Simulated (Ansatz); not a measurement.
Sn:
```xyz
2
Lattice="-2.9393 2.9393 1.5746 2.9393 -2.9393 1.5746 2.9393 2.9393 -1.5746" Properties=species:S:1:pos:R:3 pbc="T T T"
Sn     0.0000     2.9393     0.7873
Sn     0.0000     0.0000     0.0000
```

Relaxed with PBE+D3(BJ). Special points in fractions of this cell's reciprocal vectors: Γ (0.000, 0.000, 0.000); X (0.000, 0.000, 0.500); M (-0.500, 0.500, 0.500); Z (0.322, 0.322, -0.322); Z0 (-0.322, 0.678, 0.322); P (0.250, 0.250, 0.250); N (0.000, 0.500, 0.000).

Q: List the band energies nearest the Fermi level at these points for plane-wave PAW PBE+D3(BJ) (Ansatz code).

A: In eV from the Fermi level; about four levels below and three above (degenerate sets whole), none deeper than 8.9 eV; points with the same levels are listed once.

| k | below | above |
|---|---|---|
| Γ | -3.82 -2.04 -2.04 | 2.91 6.06 6.06 |
| X | – | 0.50 0.50 1.44 1.44 |
| M | -7.63 -7.63 -4.82 -4.82 | 5.33 5.33 9.13 9.13 |
| Z | -5.56 -3.09 -2.83 -2.83 | 2.94 5.50 5.50 |
| P | -5.88 -5.88 -3.54 -3.54 | 3.52 3.52 3.92 3.92 |
| N | -5.34 -2.35 -1.77 -1.07 | 2.26 2.82 4.63 |

Space group I4_1/amd (β-Sn type). Symmetry was held in the PBE+D3(BJ) relaxation. The pairwise dispersion correction was not fitted to metals. Scalar-relativistic: spin–orbit coupling is off unless named, which matters more the heavier the elements.

Potentials: the later of the program's two PAW sets.
